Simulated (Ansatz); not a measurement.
## K: stiffness from a series of strains

```yaml
crystal:
  lattice:
    - [-2.61800, 2.61800, 2.61800]
    - [2.61800, -2.61800, 2.61800]
    - [2.61800, 2.61800, -2.61800]
  atoms:
    - { symbol: K, position: [0.00000, 0.00000, 0.00000] }
```

Structure: COD 9011006, as refined from experiment and not relaxed.

The calculation used Ansatz 0.2.0, DFT, PBEsol, all-electron LAPW, scalar-relativistic.

Sampling and basis: a Γ-centred 10×10×10 k mesh, Fermi–Dirac smearing of 0.08 eV, basis error target 0.5 meV/atom, no spin polarisation.

The strain is applied along the Cartesian axes of the cell as listed (the other components stay zero). Fractional coordinates are held (clamped ions).

σ is the change of stress from the unstrained cell, which is at -0.03 GPa; tension is positive, so slopes are stress–strain coefficients at that pressure. In a metal the k mesh adds noise.

Only quantities that a quadratic follows smoothly over the whole series are listed; rougher ones are left out.

```tsv
εzz	σzz (GPa)	σxx (GPa)
-0.0200	-0.08	-0.07
-0.0100	-0.04	-0.04
0.0000	0.00	0.00
0.0200	0.07	0.07
```

(1) Fit the series and read off the stiffness at zero strain.

(2) One run, at εzz = 0.0100, is withheld. Predict its row.

## Answers

(1) Least-squares fits y = p0 + p1 x + p2 x² to the rows give σzz (GPa): p1 = 3.76, p2 = -11; σxx (GPa): p1 = 3.54, p2 = 4.5. So C11 = 4 GPa and C12 = 4 GPa, which gives B = (C11 + 2 C12)/3 = 4 GPa.

(2) The fits give 0.04, 0.03; the run gave 0.03, 0.04.
